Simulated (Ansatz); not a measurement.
Values for one crystal, relaxed and computed with DFT-LDA in the program Ansatz with PAW potentials; other levels are named.

- Volume per atom = 16.87 Å³
- Band gap = 2.65 eV (indirect)
- Conduction-band minimum = at X (3 equivalent valleys)
- Zero-point energy = 42.8 meV/atom
- Smallest direct gap on the standard path = 3.82 eV
- Bulk modulus (Birch–Murnaghan fit) = 83.1 GPa
- Hill bulk and shear moduli = 83.2 and 58.2 GPa

**Question.** Pick the material that matches.
(A) PbS, rock salt
(B) MgS, rock salt
(C) GaN, rock salt
(D) ZnS, zinc blende

**Answer.** B, MgS, rock salt

Space group Fm-3m (rock salt). The cell was relaxed with LDA under the symmetry of its start.

Potentials: the earlier of the program's two PAW sets. The files were generated under PBE; for other functionals the program regenerates the frozen cores, and for LDA and PBEsol the local potential too.
